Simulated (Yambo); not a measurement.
```
LiNbO2
1.0
    2.92178     0.00000     0.00000
   -1.46089     2.53034     0.00000
    0.00000     0.00000    10.45103
Li O Nb
2 4 2
Direct
  0.00000   0.00000   0.00000
  0.00000   0.00000   0.50000
  0.33333   0.66667   0.12183
  0.66667   0.33333   0.87817
  0.66667   0.33333   0.62183
  0.33333   0.66667   0.37817
  0.33333   0.66667   0.75000
  0.66667   0.33333   0.25000
```

LiNbO2 (space group P6_3/mmc, No. 194): mean Im ε in 1 eV windows above the direct gap of 2.30 eV, for different electron-hole kernels (Yambo, broadening 0.15 eV, norm-conserving PBEsol (Quantum ESPRESSO, 84 Ry, scalar-relativistic) bands; 9×9×2 mesh, 5 valence and 10 conduction bands, static screening with 56 bands and a 3 Ry block, scissor 0.71 eV, Tamm-Dancoff; field along x).

```json
[
 {"window (eV)": "2.3 to 3.3", "independent quasiparticles": "6.5", "RPA (no attraction)": "4.2", "BSE": "10"},
 {"window (eV)": "3.3 to 4.3", "independent quasiparticles": "15", "RPA (no attraction)": "11", "BSE": "16"},
 {"window (eV)": "4.3 to 5.3", "independent quasiparticles": "9.8", "RPA (no attraction)": "12", "BSE": "6.8"},
 {"window (eV)": "5.3 to 6.3", "independent quasiparticles": "4.7", "RPA (no attraction)": "8.3", "BSE": "1.8"}
]
```

This run doesn't resolve bound excitons or single peaks, so only averages are given, and they too depend on the mesh; weight that the attraction moves below the gap isn't listed. All transitions below 6.59 eV are in the band window. The scissor comes from a G0W0 run whose convergence isn't established.

Spin-orbit splittings are left out.

Geometry of the Materials Project entry, not relaxed at this level.
